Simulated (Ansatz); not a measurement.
Input:

Relaxed Nb (bcc, W type):

```yaml
crystal:
  lattice:
    - [-3.30962, 3.30962, 3.30962]
    - [1.65481, -1.65481, 1.65481]
    - [1.65481, 1.65481, -1.65481]
  atoms:
    - { symbol: Nb, position: [0.00000, 0.00000, 0.00000] }
    - { symbol: Nb, position: [0.50000, 0.00000, 0.00000] }
```

The atoms are displaced by Q × the pattern below (from a DFPT mode at N = (0.5, 0.0, 0.0), largest move 1; Q in Å), at fixed cell. (q is in reciprocal vectors of the primitive cell; the cell shown is doubled to hold the pattern.)

```csv
atom,x,y,z
Nb1,0.000,-0.707,-0.707
Nb2,0.000,0.707,0.707
```

Level of theory: PBE (plane waves to 420 eV, PAW, scalar-relativistic; Ansatz, an electronic-structure program). k mesh 10×20×20 (Γ-centred), Fermi-Dirac smearing 0.05 eV. E stands for the smeared free energy. With partly filled bands, energies and forces of such displacements shift with the k mesh and the smearing. Nb is run without spin polarisation. Nb was relaxed with its symmetry unable to fall. The zero of ΔE is the undisplaced structure.

The scan covers Q from -0.100 to 0.100 Å in 13 points.

Which space group does the distorted structure have?

Cmme (No. 67), lowered from Im-3m.

Is this a single well or a double well?

A single well with its minimum at or next to zero displacement.

What is the energy change at Q = 0.100 Å?

117 meV/cell.

What harmonic wavenumber does the curvature at Q = 0 give?

176 cm⁻¹.

(A displaced cell: forces are minus the slopes of the energy, force constants its curvatures, and phonons follow from these.)
